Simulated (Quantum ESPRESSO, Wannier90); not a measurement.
# Wannier functions of WSe$_{2}$ (P-6m2, isolated units)

```xyz
3
Lattice="3.3179 0.0000 0.0000 -1.6590 2.8734 0.0000 0.0000 0.0000 16.6581" Properties=species:S:1:pos:R:3 pbc="T T T"
W      0.0000     0.0000     0.0000
Se     1.6590    -0.9578     1.6623
Se     1.6590    -0.9578    -1.6623
```

Structure: Materials Project mp-1023936, symmetrised, not relaxed again. Level: PBEsol, no spin polarisation, no spin-orbit coupling; pw.x of Quantum ESPRESSO at 69 Ry with PseudoDojo potentials, 6×6×4 k-points, Wannier90. Density: 12×12×1 mesh, cold smearing 0.01 Ry. The cell is built of weakly bound layers, chains or molecules, whose nearest atoms lie 13.33 Å apart, far more than in van der Waals crystals (3.2 to 4.2 Å): it describes nearly isolated units, such as a monolayer, not the bulk crystal. Spin-orbit coupling is left out although heavy elements are present.

Bands 15-23 form an isolated set from -14.75 to 0.00 eV relative to the valence-band maximum (on the path) and are turned into 9 Wannier functions by minimising the spread from the start: SCDM (isolated).

Task: Where do the functions sit, how wide are they and what are they made of?

Result: 
```
functions  spread (Å²)  nearest atom, distance (Å)  second atom, distance (Å)             weight on atomic waves
---------  -----------  --------------------------  -------------------------  ---------------------------------
6                 1.98                     Se 0.95                     W 1.59  Se 4p 54 %, W 5d 27 %, Se 4s 12 %
1                 3.62                      W 1.92                     W 1.92     W 5d 84 %, W 6s 6 %, Se 4p 5 %
2                 1.54                     Se 0.43                     W 2.83             Se 4s 54 %, Se 4p 43 %
```

Ω_I = 15.30 Å², Ω_total = 18.62 Å²; the interpolated bands follow pw.x to 7.6 meV rms on the path. It is the lowest total spread that any start reached here.
